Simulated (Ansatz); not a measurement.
This Ga3SbAs2 structure is the end of a relaxation. The cell was found from a structure generator's guess, not taken from experiment.

Level of theory: Ansatz 0.2.0, DFT PBE, scalar-relativistic, plane waves, PAW. Cutoff 420 eV, Γ-centred mesh, Gaussian smearing, no spin polarisation.

```xyz
6
Lattice="4.1776 0.0000 0.0000 -2.0888 3.6180 0.0000 0.0000 0.0000 10.2390" Properties=species:S:1:pos:R:3 pbc="T T T"
Ga    0.0000    0.0000    0.1403
Ga    2.0888    1.2060    3.4100
Ga    0.0000    2.4120    6.6976
Sb    0.0000    2.4120    9.3811
As    0.0000    0.0000    2.6221
As    2.0888    1.2060    5.9059
```

The zero of energy is the elements' standard structures at the same level; no fitted shifts are applied.

Question: Find its symmetry and describe it.

Answer: P3m1 (No. 156), with Sb and As ordered on zinc blende sites. Conventional cell: a = 4.178 Å, c = 10.239 Å. Around Ga on its first site lie 1 As at 2.48 Å and 3 Sb at 2.61 Å; around Ga on its second site lie 4 As at 2.50–2.54 Å; Sb is surrounded by 4 Ga at 2.61–2.68 Å; As on its first site is surrounded by 4 Ga at 2.48–2.54 Å; 2 more sites not described.

Question: What is its formation energy per atom?

Answer: −0.26 eV/atom. It lies below the elements, which doesn't yet make it stable against other compounds or structures.

Question: Is it a metal?

Answer: There is no gap on the 12×12×4 mesh, but valence and conduction bands meet within 0.015 eV, so at this level it has a zero gap rather than a metal's Fermi surface.

The last run used a 12×12×4 mesh (in the run's order of axes) for its 6-atom cell and Gaussian smearing of 0.10 eV. These runs have no spin–orbit coupling, which can matter for Sb. The zero gap may come from the functional, which often closes small gaps. The reference form of As is held partly by dispersion forces, which this level lacks. A later test with randomly moved atoms came back to the same energy, though modes that don't fit the test's cell weren't probed.
